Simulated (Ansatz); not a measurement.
Li₄Sb₄Ru: settings compared (Ansatz)

The command:

```bash
ansatz run input.yaml --threads 1 --pin off --max-ram 2560MiB --backend cpu --events-out ev --progress --plain --runs-dir out
```

The input file (Ansatz 0.2.0, plane waves):

```yaml
crystal:
  lattice:
    - [0.0, 0.0, 5.138836]
    - [3.95939, -3.95939, 2.569418]
    - [3.95939, 3.95939, -2.569418]
  atoms:
    - { symbol: Li, position: [0.211, 0.184, 0.606] }
    - { symbol: Li, position: [0.395, 0.394, 0.184] }
    - { symbol: Li, position: [0.789, 0.816, 0.394] }
    - { symbol: Li, position: [0.605, 0.606, 0.816] }
    - { symbol: Sb, position: [0.292, 0.774, 0.358] }
    - { symbol: Sb, position: [0.066, 0.642, 0.774] }
    - { symbol: Sb, position: [0.708, 0.226, 0.642] }
    - { symbol: Sb, position: [0.934, 0.358, 0.226] }
    - { symbol: Ru, position: [0.0, 0.0, 0.0] }
  symmetry: { tolerance: 0.0003 }
kpoints:
  mp_grid: { grid: [4, 4, 4], shift: [0, 0, 0] }
magnetization:
  spin_polarized: false
scf:
  occupations: { method: fermi_dirac }
hamiltonian:
  pseudopotentials: { kind: paw }
  xc: lda
basis:
  ecutwfc: 420
output:
  forces: true
  stress: true
  eigenvalues: true
  write_density: true
  write_potential: true
  elf: true
  volumetric_format: npy
```

Origin of the cell: a known structure type with other elements, at an estimated volume, so it need not be a known compound.

The smearing width isn't typed, so it takes its default of 0.1 eV.

Output of this run (shortened):

```
SCF iter   1: F=—  HF=-31905.780193 eV  Δρ=8.34e-3  dr2=5.26e-2  defer=1
SCF iter   2: F=—  HF=-31905.747938 eV  Δρ=2.86e-3  dr2=8.26e-3  defer=12
SCF iter   3: F=—  HF=-31905.743253 eV  Δρ=6.41e-4  dr2=4.36e-4  defer=12
SCF iter   4: F=—  HF=-31905.743065 eV  Δρ=1.26e-4  dr2=2.53e-5  defer=12
SCF iter   5: F=—  HF=-31905.742995 eV  Δρ=5.51e-5  dr2=5.56e-6  defer=12
SCF iter   6: F=—  HF=-31905.742993 eV  Δρ=9.68e-6  dr2=1.33e-7  defer=12
SCF iter   7: F=-31905.742993 eV  HF=-31905.742993 eV  Δρ=2.56e-6  dr2=9.12e-9
SCF 1 converged in 7 iterations: F = -31905.742993 eV  dr2 = 9.12e-9
SCF converged after 7 iterations
Free energy (F): -31905.742993 eV
Harris-Foulkes:  -31905.742993 eV  (|F-HF|=3.18e-9)
Internal energy: -31905.604787 eV  (E = F + TS)
E sigma→0 (E₀):  -31905.673890 eV
Entropy (-TS):   -0.138207 eV (-15.356 meV/atom)
Fermi energy:    10.167493 eV
--- Per-component energies (eV) ---
  E_band       = -1147.548393
  E_kinetic    = 1468.437192
  E_local      = -9447.687112  (includes V_loc(G=0)·N_el)
  E_nonlocal   = 1693.122113
  E_hartree    = 4049.363801
  E_xc         = -794.463635
  E_vxc        = -697.887776  (∫ρ·V_xc dr)
  E_paw        = -21128.726081  (= ΣΔE_a)
  E_vpaw       = -2262.258775  (= ΣTr[D̂ρ^β])
  E_aug_tail   = -0.000161  (compensation charges beyond the density's cutoff)
  E_ewald      = -7748.457883
  E_core_change = 2.806979  (= ΣΔE_core)
  E_smearing   = -0.138207  (= −TS)
  Σ components = -31905.742993   (vs F -31905.742993, Δ=0.00e0)
--- Forces (eV/Å), atoms counted from 1 ---
  atom   1  Li     0.622717     1.815752    -0.000000
  atom   2  Li    -1.815752     0.622717    -0.000000
[… 2 lines left out …]
  atom   5  Sb     1.455940     2.278961    -0.000000
  atom   6  Sb    -2.278961     1.455940    -0.000000
  atom   7  Sb    -1.455940    -2.278961     0.000000
  atom   8  Sb     2.278961    -1.455940     0.000000
  atom   9  Ru     0.000000    -0.000000    -0.000000
  max |Σ_I F_I| component: 2.22e-16 eV/Å
--- Stress (GPa, compression-positive) ---
       21.758273      -0.000000       0.000000
        0.000000      21.758273       0.000000
        0.000000       0.000000       7.761743
  P = ⅓ Tr σ = 17.0928 GPa (170.928 kbar)
```

The same input was run again with these changes:

1. `scf.convergence.dr2_threshold` default → 1.0e-09; `kpoints.mp_grid.shift` [0, 0, 0] → [0.5, 0.5, 0.5]
2. `kpoints.mp_grid.grid` [4, 4, 4] → [3, 3, 3]
3. `accuracy` default → medium
4. `scf.algorithm` default → density_mixing; `crystal.symmetry` { tolerance: 0.0003 } → { detect: false }

```json
{"run": "base", "end": "converged", "SCF iterations": "7", "P (GPa)": "17.09", "max force component (eV/Å)": "2.279", "moment (μB)": "–", "ΔE(σ→0) (meV/atom)": "0"}
{"run": "1", "end": "converged", "SCF iterations": "9", "P (GPa)": "17.31", "max force component (eV/Å)": "2.207", "moment (μB)": "–", "ΔE(σ→0) (meV/atom)": "6.47"}
{"run": "2", "end": "converged", "SCF iterations": "7", "P (GPa)": "17.51", "max force component (eV/Å)": "2.155", "moment (μB)": "–", "ΔE(σ→0) (meV/atom)": "11.75"}
{"run": "3", "end": "converged", "SCF iterations": "7", "P (GPa)": "17.09", "max force component (eV/Å)": "2.279", "moment (μB)": "–", "ΔE(σ→0) (meV/atom)": "0.00"}
{"run": "4", "end": "converged", "SCF iterations": "7", "P (GPa)": "17.09", "max force component (eV/Å)": "2.279", "moment (μB)": "–", "ΔE(σ→0) (meV/atom)": "0.00"}
```

Energies are compared only where functional, datasets, charge and starting cell are the same.

Not properties of the system: run 2 (too coarse or loose: `kpoints.mp_grid.grid` = [3, 3, 3]).

Caveats of the base run: no moments, though an odd count or open d shells may carry them; no spin-orbit coupling, though heavy elements are present; the k mesh is coarse if the cell is a metal.

Run 1: the k mesh keeps only part of the crystal's symmetry.

The base run took 14 s on 1 thread of Intel(R) Xeon(R) Platinum 8375C CPU @ 2.90GHz (Ice Lake), with other jobs on the host, peak memory 0.48 GiB, from the program's own first density.
